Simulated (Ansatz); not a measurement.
Q: Name crystals whose computed values (plane-wave PAW PBEsol (Ansatz code)) fall in these windows: highest Γ mode, no LO–TO term (cm⁻¹) 930 to 1300; Θ_D (K) 780 to 1100; B₀ by P(V) fit (GPa) 300 to 420.

A: 

```json
[
 {"crystal": "MoN2, P4/mbm (Mo on 2a, N on 4h)", "highest Γ mode, no LO–TO term (cm⁻¹)": "1105", "Θ_D (K)": "949", "B₀ by P(V) fit (GPa)": "370"}
]
```
Others may fit too.

Standing as an ambient phase not checked: MoN2, P4/mbm (Mo on 2a, N on 4h). The cell was relaxed under the symmetry of its start. Rows with no word on spin ran without spin polarisation. Spin–orbit coupling is left out wherever it is not named.

Potentials: the later of the program's two PAW sets.
